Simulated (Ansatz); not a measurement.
The relaxed structure here is a generated cell of Ag: the first start was made by placing the elements on the sites of a structure type, and the end was not matched to a known phase here, so it may be hypothetical. Known forms of Ag include space group No. 225.

One starting cell of Ag (a generated cell, Ag placed in the AFLOW prototype A_oP8_62_2c (A_c)) was relaxed twice with Ansatz (plane waves, PAW, scalar-relativistic): with r2SCAN at 500 eV and with PBE at 420 eV. The r2SCAN result:

```yaml
crystal:
  lattice:
    - [-1.68554, 1.68554, 1.53475]
    - [1.68554, -1.68554, 1.53475]
    - [1.68554, 1.68554, -1.53475]
  atoms:
    - { symbol: Ag, position: [0.50000, 0.50000, 0.00000] }
```

| quantity | r2SCAN | PBE |
|---|---|---|
| space group | I4/mmm | I4/mmm |
| volume (Å³/atom) | 17.44 | [?] |
| a (Å) | 3.371 | [?] |
| c (Å) | 3.070 | [?] |
| gap (eV, no spin-orbit coupling) | 0.00 | [?] |

**Question.** What does PBE give for the same quantities?

**Answer.** 
- volume (Å³/atom), PBE: 18.02
- a (Å), PBE: 3.411
- c (Å), PBE: 3.097
- gap (eV, no spin-orbit coupling), PBE: 0.00

Both levels end in the same structure; PBE's volume is 3.3 % larger. Neither column is exact.

No spin polarisation in the result.

The run could not lose the symmetry of its start: the end is stationary, and may be a saddle point rather than a minimum.

Ansatz is a program for electronic structure.
